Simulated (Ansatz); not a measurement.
Relaxed-ion elastic tensor of Mn₃CuN (anti-perovskite, space group No. 221) in GPa (Voigt order), r²SCAN (plane waves, PAW; program Ansatz); density 6.62 g/cm³, 12.15 Å³ per atom.

```
 288  61.1  61.1   0.0   0.0   0.0
61.1   288  61.1   0.0   0.0   0.0
61.1  61.1   288   0.0   0.0   0.0
 0.0   0.0   0.0  90.0   0.0   0.0
 0.0   0.0   0.0   0.0  90.0   0.0
 0.0   0.0   0.0   0.0   0.0  90.0
```

Is the crystal mechanically stable?

Yes: the smallest eigenvalue of C is 90.0 GPa.

Work out the Voigt, Reuss and Hill averages.

K_V = 137, K_R = 137, K_H = 137; G_V = 99.5, G_R = 98.2, G_H = 98.8 GPa.

Give Young's modulus, Poisson's ratio, Pugh's ratio and the universal anisotropy index.

E = 9KG/(3K + G) = 239 GPa; ν = 0.21; K/G = 1.38 (brittle by the Pugh limit of 1.75); A_U = 5G_V/G_R + K_V/K_R − 6 = 0.07.

Estimate the sound speeds and the Debye temperature.

v_l = √((K + 4G/3)/ρ) = 6370 m/s, v_t = √(G/ρ) = 3860 m/s, mean 4270 m/s; Θ = (h/k)(3n/4πV)^(1/3) v_m = 553 K.

Give the Zener ratio and Young's modulus along [100], [110] and [111].

A = 2C44/(C11 − C12) = 0.79; 1/E = S11 − 2(S11 − S12 − S44/2)Γ with Γ = 0, 1/4, 1/3 gives 267, 231, 221 GPa.

Space group Pm-3m (anti-perovskite). The first step of the workflow began from a Materials Project structure, measured or hypothetical; the Crystallography Open Database copy checked does not list it. Whether it is the stable phase at ambient conditions was not checked. The cell was relaxed with r²SCAN under the symmetry of its start; whether a distortion lowers the energy is not shown. Spin order of the final state: ferromagnetic, chosen from 4 collinear starts compared on coarse meshes (ties went to the first, and starts can fall back to one state), not a proven ground state. The program gave a warning on the electronic state, which may not be the lowest. No Hubbard U is applied. As this level gives no gap, shear constants depend on the k-mesh and smearing (Fermi–Dirac, 0.1 eV here).

Potentials: the later of the program's two PAW sets.
